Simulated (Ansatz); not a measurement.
# Be₅Au under pressure: fit and missing row

Be₅Au, F-43m, a = 6.098 Å. The structure is a COD entry; whether it is the stable form wasn't checked. Ansatz: r2SCAN, PAW, 500 eV, Γ-centred 10×10×10 mesh on 6 atoms, Gaussian smearing 0.10 eV; no spin polarisation. Cell and atoms are relaxed at each pressure, and no other structure is tried, so the rows at high pressure may lie past a change of phase.

```tsv
V (Å³/atom)	P (GPa)
?	40.01
8.450	20.00
8.883	10.01
9.141	5.07
9.320	2.00
9.446	0.01
9.586	-2.06
```

Problem. Take V0 = 9.446 Å³/atom, count pressures from its P0 = 0.01 GPa, fit the third-order Birch–Murnaghan form to the other rows, and predict the missing volume.

Solution. With the Eulerian strain f = ½[(V0/V)^(2/3) − 1] and y = (P − P0)/[3f(1 + 2f)^(5/2)], the form is the line y = B0 + 1.5 B0 (B0′ − 4) f. Rows (f, y): 0.03856, 143.5; 0.02091, 143.9; 0.01106, 144.4; 0.00450, 144.1; -0.00488, 144.9. Means f = 0.01403, y = 144.16; Σ(Δf)² = 0.001106, ΣΔfΔy = -0.03211; the slope is their ratio. y = 144.6 − 29.03 f GPa, so B0 = 144.6 GPa and B0′ = 4 + 2 × (-29.03)/(3 × 144.6) = 3.87. P = 40.01 GPa is met at f = 0.06797 (y = 142.63), so V = V0 (1 + 2f)^(−3/2) = 7.802 Å³/atom. The run gave 7.805 Å³/atom, so the fit is 0.003 Å³/atom too low, a small miss on the scale of the series. The form still works here, 91 % of the fitted range beyond its end.

The mesh isn't the same in all rows (10×10×10, 12×12×12). Spin–orbit coupling is left out, which can shift energies with elements as heavy as these.